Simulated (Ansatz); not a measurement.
Hf (hcp, Mg type)

```
Hf
1.0
    6.39583     0.00000     0.00000
   -1.59896     2.76947     0.00000
    0.00000     0.00000     5.04735
Hf
4
Direct
  0.16667   0.66667   0.75000
  0.66667   0.66667   0.75000
  0.33333   0.33333   0.25000
  0.83333   0.33333   0.25000
```

The atoms are displaced by Q × the pattern below (from a DFPT mode at M = (0.5, 0.0, 0.0), largest move 1; Q in Å), at fixed cell. (q is in reciprocal vectors of the primitive cell; the cell shown is doubled to hold the pattern.)

| atom | x | y | z |
|---|---|---|---|
| Hf1 | -0.866 | -0.500 | 0.000 |
| Hf2 | 0.866 | 0.500 | 0.000 |
| Hf3 | -0.866 | -0.500 | 0.000 |
| Hf4 | 0.866 | 0.500 | 0.000 |

Method: r2SCAN (plane waves to 500 eV, PAW, scalar-relativistic; Ansatz, a first-principles code). k mesh 17×17×9 (Γ-centred), Fermi-Dirac smearing 0.05 eV. The energy includes the smearing's −TS. With partly filled bands, energies and forces of such displacements shift with the k mesh and the smearing. Hf is run without spin polarisation. Hf was relaxed with its symmetry unable to fall. Spin-orbit coupling is left out, though Hf is heavy. ΔE is measured from the undisplaced structure.

The scan covers Q from -0.180 to 0.180 Å in 13 points.

Q: Is this a single well or a double well?

A: A single well with its minimum at or next to zero displacement.

Q: Which space group does the distorted structure have?

A: Pmma (No. 51), lowered from P6_3/mmc.

Q: What is the energy change at Q = 0.180 Å?

A: 767 meV/cell.

Q: What harmonic wavenumber does the curvature at Q = 0 give?

A: 141 cm⁻¹.

(A displaced cell: forces are minus the slopes of the energy, force constants its curvatures, and phonons follow from these.)
